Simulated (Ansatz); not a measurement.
The relaxed structure here is a generated cell of ZnInGaO4: the first start was made by a random draw of sites in a space group, and the end was not matched to a known phase here, so it may be hypothetical. Known forms of ZnInGaO4 include space group No. 160.

The end point of a relaxation of ZnInGaO4. Space group Pm (No. 6). All values below come from PBE (plane waves to 420 eV, PAW, scalar-relativistic; Ansatz, a first-principles code).

```xyz
7
Lattice="5.3530 0.0000 0.0000 0.0000 3.6509 0.0000 -0.9977 0.0000 6.2268" Properties=species:S:1:pos:R:3 pbc="T T T"
Ga     0.2315     1.8255     0.6997
In     3.1830     0.0000     2.2286
O     -0.1617     0.0000     1.7568
O      2.2026     1.0881     0.6583
O      2.2026     2.5628     0.6583
O      2.7019     0.0000     4.2054
Zn     2.9630     1.8255     5.1046
```

- Volume per atom: 17.38 Å³
- Density: 4.28 g/cm³
- Band gap: 0.55 eV, indirect (valence top at 57 % of the way from A to E, conduction bottom at B) (no spin-orbit coupling)
- Smallest direct gap: 0.81 eV at B
- Shortest distances: O–O 1.47 Å; In–O 2.03 Å; O–Zn 2.05 Å; Ga–O 2.10 Å
- k-mesh: 6×9×6

Band energies at high-symmetry points (eV from the VBM; labels of this space group; no spin-orbit coupling), from −5 eV up to 5.5 eV:

```
point                                                                                    energies
-----  ------------------------------------------------------------------------------------------
Γ                       -4.08 -3.63 -2.81 -2.31 -2.24 -1.82 -1.18 -0.91 -0.30 1.80 2.52 5.05 5.33
Z                 -4.96 -4.74 -4.02 -3.74 -3.61 -2.25 -1.96 -1.51 -0.82 -0.37 2.01 2.68 3.49 5.02
D            -4.87 -4.68 -4.04 -3.66 -3.35 -2.36 -2.08 -1.59 -1.01 -0.42 2.36 2.60 4.01 5.04 5.26
B                            -4.29 -3.60 -2.78 -2.65 -2.28 -1.89 -0.92 -0.35 -0.26 0.55 3.73 4.50
A                            -4.20 -3.38 -2.90 -2.37 -2.27 -1.81 -0.76 -0.30 -0.30 0.86 2.98 3.46
E       -4.58 -4.20 -3.92 -3.65 -3.19 -2.81 -1.73 -1.46 -1.25 -0.19 1.67 2.58 4.25 4.57 5.40 5.45
C2     -4.91 -4.68 -4.30 -3.95 -3.79 -3.17 -2.82 -1.69 -1.42 -1.21 -0.25 2.21 2.52 3.99 4.14 5.21
Y2                      -3.66 -3.27 -2.98 -2.53 -2.17 -2.14 -0.75 -0.35 -0.30 1.26 2.26 4.07 5.38
```

The relaxed cell holds bonded O–O pairs (1.47 Å). No spin polarisation in the result.

The run could not lose the symmetry of its start, so the end can be a saddle point.
